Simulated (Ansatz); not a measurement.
Level of theory: DFT PBE, scalar-relativistic, plane waves, PAW (Ansatz 0.2.0). Settings: cutoff 420 eV, Γ-centred meshes spaced at most about 0.3 Å⁻¹, and about 0.25 Å⁻¹ or finer for metals (2π included), Gaussian smearing. No spin polarisation in the final relaxations.

All energies are static (0 K, no zero-point motion). All come from trial cells, and lower structures may exist.

**Question.** Which of these relaxed structures of BeZn₂TeS₂ is the lowest in energy?
A. Space group P6/mmm (No. 191), hexagonal, a = 4.782 Å, c = 5.339 Å. Be has 2 Te at 2.67 Å and 6 Zn at 2.76 Å; around Zn lie 2 S at 2.67 Å, 3 Be at 2.76 Å and 3 Zn at 2.76 Å; Te has 2 Be at 2.67 Å and 6 S at 2.76 Å; S has 2 Zn at 2.67 Å, 3 Te at 2.76 Å and 3 S at 2.76 Å.
B. Space group P-6m2 (No. 187), hexagonal, a = 3.708 Å, c = 12.897 Å. Be is surrounded by 2 S at 2.14 Å and 6 Zn at 2.48 Å; around Zn lie 3 S at 2.32 Å, 3 Be at 2.48 Å and 1 Zn at 2.50 Å; Te has 6 Te at 3.71 Å and 2 S at 4.30 Å; around S lie 1 Be at 2.14 Å, 3 Zn at 2.32 Å, 6 S at 3.71 Å, 3 Zn at 4.01 Å, 6 Be at 4.28 Å, 1 S at 4.29 Å and 1 Te at 4.30 Å.
C. Space group P-4m2 (No. 115), tetragonal, a = 3.817 Å, c = 11.697 Å. Be is surrounded by 4 S at 2.30 Å and 4 Zn at 2.70 Å; around Zn on its first site lie 4 S at 2.30 Å and 4 Be at 2.70 Å; around Te lie 4 Zn at 2.70 Å; around S lie 2 Be at 2.30 Å and 2 Zn at 2.30 Å; 1 more site not described.
D. Space group P4/mmm (No. 123), tetragonal, a = 4.403 Å, c = 5.601 Å. Be is surrounded by 4 S at 2.20 Å and 2 Te at 2.80 Å; around Zn lie 1 Zn at 2.56 Å and 4 S at 2.67 Å; Te has 2 Be at 2.80 Å; S has 2 Be at 2.20 Å and 4 Zn at 2.67 Å.

**Answer.** C. It has space group P-4m2 (No. 115); the next, B, with space group P-6m2 (No. 187), lies 253 meV/atom higher. Counting S or Te atoms around Be and Zn (for each partner element, those within 1.25 times its shortest distance or 1.15 times the sum of covalent radii, where it is the nearest in units of that sum or under 1.3), the lowest has Be 4, Zn 4 and the next has Be 2, Zn 3.

Weakly bound directions are ill-defined at this level, which has no dispersion term (P-4m2, P-6m2), and this can change margins and order among such cells. Spin–orbit coupling, which can matter for Te, is left out. Cells relaxed within their symmetry can be saddle points. Some structure types and database cells were kept out of the candidates from the start, so a known form may be missing.
